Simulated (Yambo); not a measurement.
G0W0@PBEsol for CuI (space group Cmcm, No. 63) in Yambo (2×2×2 mesh, 7 Ry block, plasmon pole, screening fixed), without a terminator:

```
bands N in G  gap Γ → Γ (eV)  shift of the valence edge (eV)
------------  --------------  ------------------------------
142                    1.382                           0.107
232                    1.309                          -0.078
354                    1.296                          -0.174
```

**Question.** Extrapolate both columns to infinite N with E(N) = E∞ + A/N, test the form, and compare with the terminator.

**Answer.** From two points, E∞ = (N2 E2 − N1 E1)/(N2 − N1). The two largest N give 1.27 eV for the gap and -0.36 eV for the shift; the two smallest give 1.19 eV and -0.37 eV. For the gap the slopes A are 27 and 8.8 eV: the form isn't reached, and its limit is uncertain. For the shift the slopes A are 68 and 65 eV: the 1/N form holds. With the Bruneval-Gonze terminator and 354 bands the run gives 1.36 eV and -0.33 eV, 0.09 eV and 0.03 eV from the extrapolated values: the terminator too is an estimate of the remainder. Block, mesh and the bands in W are held fixed.

Spin-orbit coupling is included.

Geometry relaxed with PBE+D3(BJ); primitive cell a = b = 4.8108 Å, c = 4.3664 Å, α = β = 90.00°, γ = 93.18°.

This is not the ordinary phase of the substance; no match was found in the copy of COD used, and its stability was not checked.

A shift is the quasiparticle energy of the state minus its PBEsol energy.
